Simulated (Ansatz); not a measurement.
## ZnAsAuF: reading a single point

```yaml
crystal:
  lattice:
    - [3.90150, 0.00000, 0.00000]
    - [0.00000, 3.90150, 0.00000]
    - [0.00000, 0.00000, 8.87756]
  atoms:
    - { symbol: Au, position: [0.25000, 0.25000, 0.33177] }
    - { symbol: Au, position: [0.75000, 0.75000, 0.66823] }
    - { symbol: Zn, position: [0.25000, 0.75000, 0.00000] }
    - { symbol: Zn, position: [0.75000, 0.25000, 0.00000] }
    - { symbol: As, position: [0.75000, 0.75000, 0.14910] }
    - { symbol: As, position: [0.25000, 0.25000, 0.85090] }
    - { symbol: F, position: [0.25000, 0.75000, 0.50000] }
    - { symbol: F, position: [0.75000, 0.25000, 0.50000] }
```

Level: PBE, no spin polarisation; 420 eV; 9×9×4 Γ-centred mesh; fermi-dirac occupations (width 0.1 eV); Ansatz 0.2.0, fixed geometry.

(1) What happens at the Fermi level?

(2) What does the stress say?

(3) Which atom feels the largest force, and which way?

(4) What do density and ELF say about some of the short contacts?

(5) How is the charge shared?

Origin: a known structure type with other elements, at an estimated volume, so it need not be a known compound. Caveats: many states at the Fermi level without spin polarisation, so a magnetic state may lie lower; atoms or cell far from equilibrium.

Results:

(1) It is a metal, with about 4.6 states/eV a cell as the mean within 0.25 eV of the Fermi level, mostly As p (52 %) and Au d (27 %).

(2) The pressure is 7.5 GPa (compression positive), so with the atoms held at these fractions the cell would first expand; the forces are large, so a full relaxation may end otherwise. The principal stresses 6.2, 8.2, 8.2 GPa differ, so its shape would change too.

(3) The largest is on As5 (and as large on other atoms): 3.82 eV/Å, components (0.00, 0.00, 3.82). It makes 124° with the line to a nearest neighbour, Zn3 at 2.36 Å.

(4) Zn–As at 2.36 Å: least valence density 0.47 e/Å³ and ELF 0.42 there. Au–F at 2.46 Å: least valence density 0.28 e/Å³ and ELF 0.10 there. Zn–Zn at 2.76 Å: least valence density 0.24 e/Å³ and ELF 0.31 there. Both are smooth PAW fields, read partly inside the augmentation spheres.

(5) Bader charges in e: Zn +0.43, As -0.31, Au +0.51, F -0.62. In the mean Au gives up most and F takes most.
